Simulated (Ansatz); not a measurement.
## Is this LiTlF4 structure a true minimum?

The cell was found from a structure generator's guess, not taken from experiment.

Computed with Ansatz 0.2.0, DFT PBE, scalar-relativistic, plane waves, PAW. Plane waves to 420 eV, a k mesh through Γ of 8×8×6 on the computed 6-atom cell and Gaussian smearing (0.02 eV); no spin polarisation.

The cell below (6 atoms, space group P4/mmm (No. 123)) is relaxed within its symmetry.

```xyz
6
Lattice="3.7662 0.0000 0.0000 0.0000 3.7662 0.0000 0.0000 0.0000 5.3055" Properties=species:S:1:pos:R:3 pbc="T T T"
Li    0.0000    0.0000    0.0000
Tl    1.8831    1.8831    2.6528
F     1.8831    0.0000    1.3278
F     0.0000    1.8831    3.9777
F     1.8831    0.0000    3.9777
F     0.0000    1.8831    1.3278
```

For the test a repeat of it with 12 atoms (edges 3.77, 5.31, 7.53 Å) was strained at random (σ = 1.5 % a component), the atoms were moved at random (σ = 0.15 Å), and all was relaxed again on a coarse 4×4×2 mesh (in the run’s order of axes) with 0.10 eV smearing, with no symmetry imposed.

These runs have no spin–orbit coupling, which can matter for Tl.

Question: Does it come back?

Answer: It doesn't return. The energy falls by 27 meV/atom on that mesh, the volume changes by 2.8 %, and the end has space group P2_1/m (No. 11) at a loose tolerance. Relaxed again on an 8×4×6 mesh with 0.02 eV smearing, the new structure lies 28 meV/atom below the first (mesh in the axes of the run's cell; the cell below is made exact in the group named). Space group P2_1/m (No. 11), monoclinic, a = 3.781 Å, b = 7.755 Å, c = 5.571 Å, β = 108.7°. Li is surrounded by 5 F at 1.89–2.05 Å; Tl has 8 F at 2.28–2.37 Å; F on a site of symmetry 1 has 1 Li at 1.98 Å, 2 Tl at 2.28–2.31 Å and 3 F at 2.61 Å; around F on a site of symmetry m lie 2 Li at 2.04–2.05 Å, 2 Tl at 2.37 Å and 5 F at 2.61 Å; 1 more site not described.

```cif
data_structure
_symmetry_space_group_name_H-M 'P 1'
_symmetry_Int_Tables_number 1
_cell_length_a 3.7813
_cell_length_b 7.7546
_cell_length_c 5.5712
_cell_angle_alpha 90.000
_cell_angle_beta 108.692
_cell_angle_gamma 90.000
_cell_volume 154.75
loop_
_atom_site_label
_atom_site_type_symbol
_atom_site_fract_x
_atom_site_fract_y
_atom_site_fract_z
_atom_site_occupancy
Li1 Li 0.19362 0.75000 0.90412 1
Li2 Li 0.80638 0.25000 0.09588 1
Tl1 Tl 0.50000 0.50000 0.50000 1
Tl2 Tl 0.50000 0.00000 0.50000 1
F1 F 0.87959 0.48184 0.25441 1
F2 F 0.87959 0.01816 0.25441 1
F3 F 0.62631 0.75000 0.75730 1
F4 F 0.61931 0.25000 0.73764 1
F5 F 0.12041 0.51816 0.74559 1
F6 F 0.12041 0.98184 0.74559 1
F7 F 0.38069 0.75000 0.26236 1
F8 F 0.37369 0.25000 0.24270 1
```
